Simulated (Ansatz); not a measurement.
In2SbAs:
```cif
data_As3In6Sb3
_chemical_formula_sum 'In6 Sb3 As3'
_space_group_name_H-M_alt 'R3m :H'
_space_group_IT_number 160
_space_group_name_Hall 'R 3 -2"'
_cell_length_a 4.48002
_cell_length_b 4.48002
_cell_length_c 21.97353
_cell_angle_alpha 90.000
_cell_angle_beta 90.000
_cell_angle_gamma 120.000
loop_
_atom_site_label
_atom_site_type_symbol
_atom_site_symmetry_multiplicity
_atom_site_Wyckoff_symbol
_atom_site_fract_x
_atom_site_fract_y
_atom_site_fract_z
_atom_site_occupancy
In1 In 3 a 0.00000 0.00000 0.00489 1
In2 In 3 a 0.00000 0.00000 0.49537 1
Sb1 Sb 3 a 0.00000 0.00000 0.62444 1
As1 As 3 a 0.00000 0.00000 0.12532 1
```
(The calculation used a cell of 4 atoms; values per cell refer to that cell.)

Relaxed at zero pressure with r²SCAN in the plane-wave PAW code Ansatz.

Problem. The volume is raised by 6 % and shape and atoms relax at that volume. What pressure results, and how do the axes share the change?

Solution. -2.5 GPa; a 2.0 %, b 2.0 %, c 1.9 %; the energy rises by 16 meV/atom.

Problem. Give the new structure.

Solution. 
Space group R3m, hexagonal axes (No. 160); a = 4.569 Å, b = 4.569 Å, c = 22.393 Å, α = 90.00°, β = 90.00°, γ = 120.00°

```tsv
atom	site	symmetry	x	y	z
In	3a	3m	0.0000	0.0000	0.9953
In	3a	3m	0.0000	0.0000	0.5045
Sb	3a	3m	0.0000	0.0000	0.3752
As	3a	3m	0.0000	0.0000	0.8750
```

The phase is kept; no other phase was compared at this pressure.

The workflow started from a Materials Project entry (that database holds measured and hypothetical structures alike); the Crystallography Open Database copy checked does not list it. Its standing as an ambient phase is unchecked. Symmetry was held in the r²SCAN relaxation; its stability against distortions is not shown here. Spin–orbit coupling is left out wherever it is not named.

Potentials: the later of the program's two PAW sets.
